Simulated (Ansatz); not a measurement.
Given:

ZnGeP2:
```cif
data_Ge4P8Zn4
_chemical_formula_sum 'Zn4 Ge4 P8'
_space_group_name_H-M_alt 'I-42d'
_space_group_IT_number 122
_space_group_name_Hall 'I -4 2bw'
_cell_length_a 5.42397
_cell_length_b 5.42397
_cell_length_c 10.70983
_cell_angle_alpha 90.000
_cell_angle_beta 90.000
_cell_angle_gamma 90.000
loop_
_atom_site_label
_atom_site_type_symbol
_atom_site_symmetry_multiplicity
_atom_site_Wyckoff_symbol
_atom_site_fract_x
_atom_site_fract_y
_atom_site_fract_z
_atom_site_occupancy
Zn1 Zn 4 a 0.00000 0.00000 0.00000 1
Ge1 Ge 4 b 0.00000 0.00000 0.50000 1
P1 P 8 d 0.25000 0.24834 0.37500 1
```
(The calculation used a cell of 8 atoms; values per cell refer to that cell.)

This is the PBEsol-relaxed structure.

Task: All from the program Ansatz at the PBEsol level (PAW), unless another level is named. Predict the formation energy from the elements (no fitted shifts).

Result: -0.21 eV/atom.

Task: Give the electron effective mass.

Result: 0.26, 0.27, 0.96 mₑ (principal values).

Task: Give the gap with spin–orbit coupling.

Result: 1.06 eV.

Task: Give the smallest direct gap on the standard path.

Result: 1.24 eV.

The cell was relaxed with PBEsol under the symmetry of its start. The references are the lowest solids computed at this level, not always the standard phases. Scalar-relativistic: spin–orbit coupling is off unless named, which matters more the heavier the elements.

Potentials: the later of the program's two PAW sets.
